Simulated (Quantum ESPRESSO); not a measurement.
# Band energies of BaAlSiH at +1 % isotropic strain

```
CELL_PARAMETERS angstrom
      4.34213     0.00000     0.00000
     -2.17107     3.76040     0.00000
      0.00000     0.00000     5.11257
ATOMIC_POSITIONS crystal
  H  0.66667 0.33333 0.12590
  Al 0.66667 0.33333 0.46821
  Si 0.33333 0.66667 0.54407
  Ba 0.00000 0.00000 0.00473
```

PBEsol (Quantum ESPRESSO, PseudoDojo norm-conserving, 72 Ry, scalar-relativistic); path ΓMKΓALHA,LM,KH; energies in eV from the valence-band maximum.

```
k (1/Å)  point  band 5  band 6  band 7  band 8  band 9  band 10  band 11  band 12
-------  -----  ------  ------  ------  ------  ------  -------  -------  -------
0.00         Γ   -8.75   -3.99   -0.70   -0.59   -0.59     1.18     2.99     2.99
0.36             -8.20   -4.33   -1.96   -0.85   -0.63     1.49     2.83     3.29
0.72             -7.00   -5.53   -2.89   -1.17   -0.59     0.77     2.42     3.02
0.84         M   -6.77   -5.77   -2.96   -1.19   -0.59     0.70     2.41     2.98
1.08             -6.65   -5.63   -2.95   -2.13   -0.57     0.99     2.53     3.49
1.32         K   -6.47   -5.54   -3.15   -2.54   -0.72     1.09     2.83     3.65
1.53             -6.86   -5.32   -2.82   -2.41   -0.61     1.21     2.35     3.72
1.85             -7.98   -4.48   -2.09   -1.33   -0.59     2.02     2.36     2.55
2.18             -8.70   -4.01   -0.85   -0.69   -0.62     1.46     2.81     3.02
2.28         Γ   -8.75   -3.99   -0.70   -0.59   -0.59     1.18     2.99     2.99
2.59             -8.31   -4.52   -0.43   -0.43   -0.39     1.49     2.14     2.14
2.90         A   -7.79   -5.11   -0.24   -0.24    0.00     1.69     1.69     1.71
3.21             -7.67   -4.77   -2.09   -0.91   -0.49     1.61     2.73     2.78
3.63             -7.24   -5.04   -3.23   -1.67   -0.78     1.54     3.57     4.35
3.73         L   -7.20   -5.13   -3.24   -1.70   -0.76     1.55     3.55     4.30
3.97             -7.03   -5.40   -3.11   -2.01   -0.62     2.52     3.42     4.49
4.21         H   -6.77   -5.79   -2.98   -2.22   -0.45     3.05     4.00     4.40
4.31             -6.85   -5.68   -3.00   -2.18   -0.49     3.13     3.74     4.42
4.70             -7.50   -4.63   -2.90   -1.55   -0.70     2.20     3.06     3.23
4.99             -7.75   -4.96   -1.26   -0.62   -0.16     1.72     2.17     2.48
5.18         A   -7.79   -5.11   -0.24   -0.24    0.00     1.69     1.69     1.71
5.18         L   -7.20   -5.13   -3.24   -1.70   -0.76     1.55     3.55     4.30
5.53             -6.94   -5.56   -2.97   -1.41   -0.65     0.72     2.81     3.59
5.79         M   -6.77   -5.77   -2.96   -1.19   -0.59     0.70     2.41     2.98
5.79         K   -6.47   -5.54   -3.15   -2.54   -0.72     1.09     2.83     3.65
6.00             -6.55   -5.60   -2.95   -2.68   -0.65     1.66     3.16     3.81
6.41         H   -6.77   -5.79   -2.98   -2.22   -0.45     3.05     4.00     4.40
```

The PBEsol gap is 0.63 eV; at least one edge lies off the plotted path, at a point of the SCF mesh. The smallest direct gap is 1.15 eV.

Geometry strained from the cell relaxed with PBEsol, atoms relaxed again.

The structure is a Materials Project entry; no match was found in the copy of COD used, and its stability was not checked.
